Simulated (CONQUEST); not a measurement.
A self-consistent single point of CsPbBr3 (Pm-3m, 5 atoms in the cell; from Materials Project mp-600089, changed as shown) with CONQUEST.

Computed with PBE, numerical atomic orbitals double-zeta with polarisation (the shipped basis), PseudoDojo norm-conserving potentials made for PBE (CONQUEST 1.3).

The change in words: lattice scaled by 1.02. Reference geometry (Pm-3m):
```
CsPbBr3
1.0
    5.94149     0.00000     0.00000
    0.00000     5.94149     0.00000
    0.00000     0.00000     5.94149
Cs Pb Br
1 1 3
Direct
  0.00000   0.00000   0.00000
  0.50000   0.50000   0.50000
  0.50000   0.50000   0.00000
  0.00000   0.50000   0.50000
  0.50000   0.00000   0.50000
```

Reference input (self-consistent single point, DFT, PBE, numerical atomic orbitals double-zeta with polarisation (the shipped basis), PseudoDojo norm-conserving potentials made for PBE): basis = DZP; Diag.MPMeshX, Y, Z = 4 4 4; potentials = PseudoDojo norm-conserving PBE; Grid.GridCutoff = 175 Ha; DM.SolutionMethod = diagon; Diag.kT = 0.0001 Ha; Diag.GammaCentred = true; minE.SCTolerance = 1.0e-07; SC.MaxIters = 100; SC.LinearMixingFactor = 0.5; AtomMove.TypeOfRun = static. This run's input differs from it in these lines:

```diff
@@ -30,5 +30,5 @@
 # file: input.coords
-     5.941492000      0.000000000      0.000000000
-     0.000000000      5.941492000      0.000000000
-     0.000000000      0.000000000      5.941492000
+     6.060322000      0.000000000      0.000000000
+     0.000000000      6.060322000      0.000000000
+     0.000000000      0.000000000      6.060322000
 5
```

The program printed (abridged):

```
    PulayMixSC: Starting Pulay mixing, A_up =  0.500 A_dn =  0.500
    PulayMixSC: Spin non-polarised calculation.
          Harris-Foulkes Energy            :      -141.192219417067946 Ha
    PulayMixSC: Pulay iteration     1 residual:              0.15806E-02
          Harris-Foulkes Energy            :      -141.159456039123484 Ha
    PulayMixSC: Pulay iteration     2 residual:              0.61267E-03
          Harris-Foulkes Energy            :      -141.158670791470286 Ha
    PulayMixSC: Pulay iteration     3 residual:              0.27621E-03
          Harris-Foulkes Energy            :      -141.158604437527856 Ha
    PulayMixSC: Pulay iteration     4 residual:              0.28649E-04
          Harris-Foulkes Energy            :      -141.158604750540832 Ha
    PulayMixSC: Pulay iteration     5 residual:              0.76923E-05
          Harris-Foulkes Energy            :      -141.158604902515975 Ha
    PulayMixSC: Pulay iteration     6 residual:              0.13850E-05
          Harris-Foulkes Energy            :      -141.158604886489940 Ha
    PulayMixSC: Pulay iteration     7 residual:              0.23071E-06
          Harris-Foulkes Energy            :      -141.158604886554485 Ha
    PulayMixSC: Pulay iteration     8 residual:              0.95655E-07
    PulayMixSC: Reached SCF tolerance of  0.95655E-07 after      8 iterations
      | Number of electrons      =        44.000056
      |* Harris-Foulkes energy   =      -141.158604886554485 Ha
      |* DFT total energy        =      -141.158604886588051 Ha

    force: Forces on atoms (Ha/A )
    force:  Atom   X              Y              Z
    force:     1   0.0000000000   0.0000000000   0.0000000000
   [... zero for the other atoms too ...]

    force: Maximum force :        0.00000000(Ha/A ) on atom         1 in z direction
    force: Force Residual:        0.00000000 Ha/A
    force: Total stress:          0.30748867     0.00000000     0.00000000 GPa
                            -0.00000000     0.30748867     0.00000000
                             0.00000000     0.00000000     0.30748867
    force: Average pressure:     -0.30748867 GPa

    get_E_and_F: Change in energy during last step of electronic optimisation: -0.64546E-10
```

The run converged in 8 iterations. CONQUEST prints the stress tensor with tension positive. Against the reference run the free energy goes down by 3.4 meV/atom, the pressure goes from 0.85 to -0.31 GPa and the gap on the mesh goes from 1.691 to 1.876 eV.

Spin-orbit coupling is left out, which matters for bands and gaps with elements this heavy. The program uses no crystal symmetry, so grid and mesh can part values that symmetry would make equal. The atom-centred basis is finite, which shifts total energies, pressures and gaps against plane waves. The structure comes from a collection of computed structures, made at another level of theory; the collection holds predicted forms beside known ones. Its lattice was then scaled.

Cost on one core: very roughly 2.2 core-minutes.
